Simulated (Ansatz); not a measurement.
Relaxed candidate structures of CdO:

A. P6₃mc (No. 186), hP8, AFLOW prototype AB_hP8_186_ab_ab (B5, as in SiC); a = b = 3.592 Å, c = 11.542 Å, α = β = 90.00°, γ = 120.00°; Cd 2a (0.000, 0.000, 0.155); Cd 2b (0.667, 0.333, 0.405); O 2b (0.333, 0.667, 0.095); O 2a (0.000, 0.000, 0.345)

B. P4/nmm, origin choice 1 (No. 129), tP4; a = b = 4.1610 Å, c = 3.1491 Å, α = β = γ = 90.00°; Cd 2c (0.000, 0.500, 0.235); O 2b (0.500, 0.500, 0.500)

C. P6₃/mmc (No. 194), hP8; a = 3.7055 Å, b = 3.7055 Å, c = 11.6372 Å, α = 90.00°, β = 90.00°, γ = 120.00°; Cd 4f (0.333, 0.667, 0.106); O 4f (0.667, 0.333, 0.102)

D. Fm-3m (No. 225), cF8, rock salt type; a = 4.691 Å, b = 4.691 Å, c = 4.691 Å, α = 90.00°, β = 90.00°, γ = 90.00°; Cd 4a (0.000, 0.000, 0.000); O 4b (0.500, 0.500, 0.500)

E. P6₃/mmc (No. 194), hP12, AFLOW prototype AB_hP12_194_af_bf (as in MoC); a = 3.2797 Å, b = 3.2797 Å, c = 16.6271 Å, α = 90.00°, β = 90.00°, γ = 120.00°; Cd 2b (0.000, 0.000, 0.250); Cd 4f (0.667, 0.333, 0.082); O 2a (0.000, 0.000, 0.000); O 4f (0.333, 0.667, 0.164)

### Question
Order them by energy per atom (lowest first) at the level PBEsol (plane waves to 420 eV, PAW, scalar-relativistic; Ansatz, a quantum-chemistry and plane-wave program).

### Answer
D (reference, the lowest among the structures calculated here), E (+0.03 eV/atom), A (+0.06 eV/atom), C (+0.21 eV/atom), B (+0.31 eV/atom)

Probably no minimum, since a slightly shaken restart fell lower: P4/nmm, tP4 (by 0.31 eV/atom, to Fm-3m); P6₃/mmc, hP8 (by 0.15 eV/atom, to P6₃mc).  1 generated cell of layers, chains or molecules, poorly bound without dispersion, is left out. Each run could gain symmetry but not lose that of its start, so entries can be saddle points. From databases, or of a type measured for this composition: Fm-3m, cF8, rock salt type; the others are generated cells (placed on structure types, drawn at random, substituted or restacked) that were not matched to a known phase here. Static energies at zero pressure. Each cell has its own k-point mesh; energy differences are given only to the digits this allows. No spin polarisation in the result.
